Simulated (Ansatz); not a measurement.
Consider the following.

Sc:
```
CELL_PARAMETERS angstrom
      3.31915     0.00000     0.00000
     -1.65958     2.87447     0.00000
      0.00000     0.00000     5.17217
ATOMIC_POSITIONS crystal
  Sc 0.33333 0.66667 0.75000
  Sc 0.66667 0.33333 0.25000
```

This is the r²SCAN+D4-relaxed structure. x, y and z are the axes in which the lattice vectors are written.

All from plane-wave PAW r²SCAN+D4 (Ansatz code), unless another level is named. Predict the Poisson's ratio.

0.28.

Next, the elastic constants (relaxed ions, GPa)?

C11 = 99.1, C12 = 45.1, C13 = 29.7, C33 = 98.1, C44 = 28.0.

Space group P6_3/mmc (hcp (Mg type)). The r²SCAN+D4 relaxation kept the symmetry of its start. The run is not spin-polarised. The pairwise dispersion correction was not fitted to metals. As this level gives no gap, shear constants depend on the k-mesh and smearing (Fermi–Dirac, 0.1 eV here). On the denser mesh and wider smearing of the elastic run this cell carries a stress of 0.4 GPa.

Potentials: the later of the program's two PAW sets.
